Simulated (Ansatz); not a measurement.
GaAs (rock salt, Fm-3m), plane-wave PAW PBE (Ansatz code), all energies at zero smearing, with the estimated change up to a 700 eV cutoff added, with one set of potentials and settings (totals compare only within such a set). Cell of 2 atoms (1 As, 1 Ga): -8639.205 eV.

```tsv
element	reference phase	E (eV/atom)
As	R-3m, 2 atoms in the cell	-4856.1377
Ga	Cmce, 4 atoms in the cell	-3783.0209
```

Formation energy per atom, worked out: (-8639.205 − 1×(-4856.1377) − 1×(-3783.0209))/2 = -0.023 eV/atom (-2 kJ per mol of atoms), at 0 K, without zero-point energy or fitted corrections.

The cell is a constructed one: a structure type filled with these elements; neither database checked (COD, Materials Project) lists it. It is not the phase usual at ambient conditions (space group No. 216). The cell was relaxed with PBE under the symmetry of its start; whether a distortion lowers the energy is not shown. The references are the lowest solids computed at this level, not always the standard phases.

Potentials: the later of the program's two PAW sets.
